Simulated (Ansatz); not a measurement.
SrN2 (MoSi2 or CaC2 type, space group No. 139) at seven volumes, DFT-PBEsol in the program Ansatz with PAW potentials, shape and atoms relaxed at each. One row is withheld.

| V (Å³/atom) | P (GPa) |
|---|---|
| 13.389 | 8.95 |
| 13.830 | 5.42 |
| 14.271 | 2.47 |
| 14.713 | 0.00 |
| 15.154 | -2.07 |
| 15.595 | ? |
| 16.037 | -5.23 |

### Question
Fit the shown pressures and predict the withheld one.

### Answer
Third-order Birch–Murnaghan: P = (3/2)B₀(x^(7/2) − x^(5/2))[1 + (3/4)(B′ − 4)(x − 1)] with x = (V₀/V)^(2/3). Least squares on the six rows gives V₀ = 14.713 Å³/atom, B₀ = 75.12 GPa, B′ = 4.96. At V = 15.595, x = 0.9619 and P = -3.79 GPa. The run itself gave -3.79 GPa.

Space group I4/mmm (MoSi2 or CaC2 type). The workflow started from a Materials Project entry (that database holds measured and hypothetical structures alike); the Crystallography Open Database copy checked does not list it. Whether it is the stable phase at ambient conditions was not checked. The cell was relaxed with PBEsol under the symmetry of its start; whether a distortion lowers the energy is not shown.

Potentials: the later of the program's two PAW sets.
